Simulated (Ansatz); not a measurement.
Sn:
```yaml
crystal:
  lattice:
    - [0.00000, 3.28673, 3.28673]
    - [3.28673, 0.00000, 3.28673]
    - [3.28673, 3.28673, 0.00000]
  atoms:
    - { symbol: Sn, position: [0.50000, 0.50000, 0.50000] }
    - { symbol: Sn, position: [0.75000, 0.75000, 0.75000] }
```

Relaxed with PBE+D3(BJ). Special points in fractions of this cell's reciprocal vectors: Γ (0.000, 0.000, 0.000); X (0.500, 0.000, 0.500); U (0.625, 0.250, 0.625); K (0.375, 0.375, 0.750); L (0.500, 0.500, 0.500); W (0.500, 0.250, 0.750).

List the band energies nearest the Fermi level at these points for PBE+D3(BJ) in the plane-wave PAW code Ansatz.

In eV from the Fermi level; about four levels below and three above (degenerate sets whole), none deeper than 8.9 eV; points with the same levels are listed once.

```json
[
 {"k": "Γ", "below": "-0.88", "above": "0.10 0.10 0.10"},
 {"k": "X", "below": "-7.36 -7.36 -2.32 -2.32", "above": "0.88 0.88 7.50 7.50"},
 {"k": "U", "below": "-7.76 -6.90 -3.18 -1.98", "above": "1.14 3.33 5.62"},
 {"k": "L", "below": "-6.14 -1.04 -1.04 -0.06", "above": "3.23 3.23 5.69"},
 {"k": "W", "below": "-7.31 -7.31 -2.86 -2.86", "above": "3.33 3.33 4.04 4.04"}
]
```

Space group Fd-3m (diamond). This is a known low-temperature phase of the composition, computed here at zero pressure and temperature. The PBE+D3(BJ) relaxation kept the symmetry of its start; whether a distortion lowers the energy is not shown. The pairwise dispersion correction was not fitted to metals. Spin–orbit coupling is left out wherever it is not named.

Potentials: the later of the program's two PAW sets.
